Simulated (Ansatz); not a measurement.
Sb2Pd:
```yaml
crystal:
  lattice:
    - [6.46470, 0.00000, 0.00000]
    - [0.00000, 6.46470, 0.00000]
    - [0.00000, 0.00000, 6.46470]
  atoms:
    - { symbol: Sb, position: [0.37269, 0.37269, 0.37269] }
    - { symbol: Sb, position: [0.62731, 0.62731, 0.62731] }
    - { symbol: Sb, position: [0.12731, 0.62731, 0.87269] }
    - { symbol: Sb, position: [0.87269, 0.37269, 0.12731] }
    - { symbol: Sb, position: [0.87269, 0.12731, 0.62731] }
    - { symbol: Sb, position: [0.12731, 0.87269, 0.37269] }
    - { symbol: Sb, position: [0.62731, 0.87269, 0.12731] }
    - { symbol: Sb, position: [0.37269, 0.12731, 0.87269] }
    - { symbol: Pd, position: [0.00000, 0.00000, 0.00000] }
    - { symbol: Pd, position: [0.50000, 0.00000, 0.50000] }
    - { symbol: Pd, position: [0.50000, 0.50000, 0.00000] }
    - { symbol: Pd, position: [0.00000, 0.50000, 0.50000] }
```

Relaxed with PBEsol. Special points in fractions of this cell's reciprocal vectors: Γ (0.000, 0.000, 0.000); X (0.000, 0.500, 0.000); M (0.500, 0.500, 0.000); R (0.500, 0.500, 0.500); X1 (0.500, 0.000, 0.000).

Question: List the band energies nearest the Fermi level at these points for PBEsol (plane waves, PAW; program Ansatz).

Answer: In eV from the Fermi level; about four levels below and three above (degenerate sets whole), none deeper than 8.9 eV; points with the same levels are listed once.

```csv
k,below,above
Γ,-0.50 -0.50 -0.50 -0.21 -0.21 -0.21,0.93 2.69 2.69 2.69
X,-1.24 -1.24 -0.59 -0.59,0.53 0.53 1.32 1.32
M,-0.64 -0.64 -0.64 -0.64,1.55 1.55 1.55 1.55
R,-0.32 -0.32 -0.32 -0.32,2.18 2.18 2.18 2.18
```

Space group Pa-3. The workflow started from a Materials Project entry (that database holds measured and hypothetical structures alike); the Crystallography Open Database files this formula in space group No. 205, but the cells were not matched. Its standing as an ambient phase is unchecked. The PBEsol relaxation kept the symmetry of its start; whether a distortion lowers the energy is not shown. No spin polarisation was allowed. Spin–orbit coupling is left out wherever it is not named.

Potentials: the later of the program's two PAW sets.
